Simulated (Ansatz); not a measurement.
Elastic constants of Si at 15 GPa (stress–strain coefficients): input and output

Level of theory: Ansatz 0.2.0, DFT LDA, scalar-relativistic, plane waves, PAW.

Launched with:
```bash
ansatz run input.yaml --threads 1 --pin off --max-ram 3072MiB --backend cpu --events-out ev --progress --plain --runs-dir out
```

Input (bare energies are in eV):
```yaml
crystal:
  lattice:
    - [0.0, 2.594346438, 2.594346438]
    - [2.594346438, 0.0, 2.594346438]
    - [2.594346438, 2.594346438, 0.0]
  atoms:
    - { symbol: Si, position: [0.5, 0.5, 0.5] }
    - { symbol: Si, position: [0.75, 0.75, 0.75] }
basis:
  ecutwfc: 420
kpoints:
  mp_grid: { grid: [12, 12, 12] }
hamiltonian:
  xc: lda
scf:
  occupations: { method: gaussian, width: 0.01 }
output:
  forces: true
  stress: true
  eigenvalues: true
elastic:
  mode: relaxed_ion
```

From the output:
```
--- Elastic constants: 2 strain directions × 4 members + reference (group order 48) ---
  dense FFT box of the reference and of every strained cell: 25×25×25
  strains applied: 11, 23; error gains: componentwise 1.00 (the most a stress slope's error grows in a printed constant), spectral 1.73 (1 for all six strains in a standard setting)
  C = ∂σ_k/∂η_j (tension-positive GPa; Voigt order 11 22 33 23 13 12):
       216.225    123.994    123.994      0.000      0.000     -0.000
       123.994    216.225    123.994      0.000      0.000     -0.000
       123.994    123.994    216.225      0.000     -0.000      0.000
        -0.000      0.000      0.000     77.670     -0.000      0.000
        -0.000      0.000     -0.000      0.000     77.670      0.000
        -0.000      0.000      0.000      0.000      0.000     77.670
  reference stress σ⁰ (GPa):    -15.000    -15.000    -15.000      0.000     -0.000     -0.000
  C* (energy form; C + prestress term) asymmetry max|C*_kj − C*_jk| = 2.842e-14 GPa — a small one proves nothing (zero by symmetry where the batch's group is 432, −43m or m−3m); a large one is finite-difference/SCF noise where every solve ...
  moduli (Voigt/Reuss/Hill, GPa): K = 154.74/154.74/154.74   G = 65.05/60.98/63.01   E = 166.45   ν = 0.321
  mechanically stable: yes (min eigenvalue of sym C = 77.67 GPa)
  strain η (Voigt 11):  stress-route row diagonal C_11 = 216.22 GPa, energy-path curvature d²(F+E_count+ΔE)/dδ²/Ω₀ = 216.24 GPa
    cells at ±δ against ±2δ: C11 216.23 and 216.26 GPa, apart by 0.01 % of the column's largest entry
         δ    σ_11 (GPa) F (eV) n_scf n_hpsi n_pw
    -4.000e-3     -15.8674       -1217.0936994       6   26779    692   relax 0 steps, max|allowed force component| 0.00e0 eV/Å
    -2.000e-3     -15.4330       -1217.1005212       3   22795    700   relax 0 steps, max|allowed force component| 1.39e-17 eV/Å
     2.000e-3     -14.5681       -1217.1136023       3   22962    701   relax 0 steps, max|allowed force component| 6.25e-17 eV/Å
     4.000e-3     -14.1373       -1217.1198593       4   22220    701   relax 0 steps, max|allowed force component| 7.11e-17 eV/Å
  strain η (Voigt 23):  stress-route row diagonal C_44 = 77.67 GPa, energy-path curvature d²(F+E_count+ΔE)/dδ²/Ω₀ = 85.17 GPa
    cells at ±δ against ±2δ: C44 77.67 and 77.69 GPa, apart by 0.02 % of the column's largest entry
         δ    σ_23 (GPa) F (eV) n_scf n_hpsi n_pw
    -4.000e-3      -0.3107       -1217.1070070       2   30682    700   relax 3 steps, max|allowed force component| 6.35e-7 eV/Å
    -2.000e-3      -0.1553       -1217.1071201       2   30617    701   relax 2 steps, max|allowed force component| 3.03e-8 eV/Å
     2.000e-3       0.1554       -1217.1071201       2   30660    701   relax 2 steps, max|allowed force component| 2.42e-10 eV/Å
     4.000e-3       0.3108       -1217.1070070       2   30662    700   relax 2 steps, max|allowed force component| 1.45e-6 eV/Å
```

The run took 61 s on 1 thread of Intel(R) Xeon(R) Platinum 8375C CPU @ 2.90GHz (Ice Lake), with other jobs on the host, peak memory 0.44 GiB.

The real crystal has changed phase below this pressure. The bands were filled as in an insulator; under compression the gap may have closed between mesh points.